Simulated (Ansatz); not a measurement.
Space group Pm-3m (No. 221). a = 3.465 Å, b = 3.465 Å, c = 3.465 Å, α = 90.00°, β = 90.00°, γ = 90.00°
```csv
atom,site,symmetry,x,y,z
Si,1a,m-3m,0.0000,0.0000,0.0000
Ni,3c,4/mm.m,0.0000,0.5000,0.5000
```

Equation of state of this SiNi3 structure (not necessarily the ground state), with shape and atoms relaxed at each volume where symmetry leaves them free. It has no gap at any of these volumes. Computed with DFT r2SCAN, scalar-relativistic, plane waves, PAW (Ansatz).

Settings: cutoff 500 eV, Γ-centred mesh 12×12×12 on the computed 4-atom cell, Gaussian smearing of 0.10 eV; no spin polarisation.

| V (Å³/atom) | E − E(largest V) (meV/atom) | P (GPa) |
| --- | --- | --- |
| 9.772 | 6.40 | 17.22 |
| 10.084 | -17.73 | 7.87 |
| 10.396 | -25.14 | 0.00 |
| 10.708 | -18.48 | -6.62 |
| 11.020 | 0.00 | -12.18 |

Q: Fit a third-order Birch–Murnaghan equation to E(V).

A: V0 = 10.40 Å³/atom, B0 = 240 GPa, B0' = 4.8.